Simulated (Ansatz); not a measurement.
## Ti2In, before and after

The cell of Ti2In is invented: random cell by space group and Wyckoff sites (Fm-3m, No. 225). The dimensions are guesses.

start.xyz

```xyz
3
Lattice="0.0000 3.1690 3.1690 3.1690 0.0000 3.1690 3.1690 3.1690 0.0000" Properties=species:S:1:pos:R:3 pbc="T T T"
Ti    4.7535    4.7535    4.7535
Ti    1.5845    1.5845    1.5845
In    3.1690    3.1690    3.1690
```

Method: DFT PBE, scalar-relativistic, plane waves, PAW in Ansatz 0.2.0. Cutoff 420 eV, Gaussian smearing, Γ-centred meshes. Cell and atoms relax first on a coarse mesh and then on a finer one. In between, the cell is made exact in the group found at 0.06 Å. In metals the finer mesh still leaves noise of several meV/atom or more. The steps can't lower the symmetry of their start. Collinear spin is switched on along the way, since trial moments persisted in a coarse test.

end.xyz

```xyz
3
Lattice="0.0000 3.2418 3.2418 3.2418 0.0000 3.2418 3.2418 3.2418 0.0000" Properties=species:S:1:pos:R:3 pbc="T T T"
Ti    4.8627    4.8627    4.8627
Ti    1.6209    1.6209    1.6209
In    3.2418    3.2418    3.2418
```

The symmetry stays Fm-3m (No. 225). The end has the fluorite type. The volume per atom grows by 7.1 %, from 21.2 to 22.7 Å³. The shortest distance goes from 2.74 Å (Ti–In) to 2.81 Å (Ti–In).

```yaml
Volume_per_atom: 22.71 Å³
Density: 5.13 g/cm³
Formation_energy: +0.45 eV/atom
Gap_on_the_12×12×12_mesh_of_the_3-atom_cell: 0 eV (a metal)
Net_moment_per_atom: 0.62 μB
Moment_by_site: Ti 0.7 (×2) μB
```

The zero of energy is the elements' standard structures at the same level; no fitted shifts are applied. A positive value: parting into the elements would lower its energy.

The last run used collinear spin and Gaussian smearing of 0.10 eV. Another magnetic order may lie lower. Symmetry constrained the relaxation, so the result can be a saddle point. In all, the 4 runs took 40 s on 1 thread of Intel(R) Xeon(R) 6975P-C (Granite Rapids), on a shared host. Another cell of Ti2In relaxed alike, in P6/mmm, lies 0.44 eV/atom lower, so this cell isn't the stable form at this level.
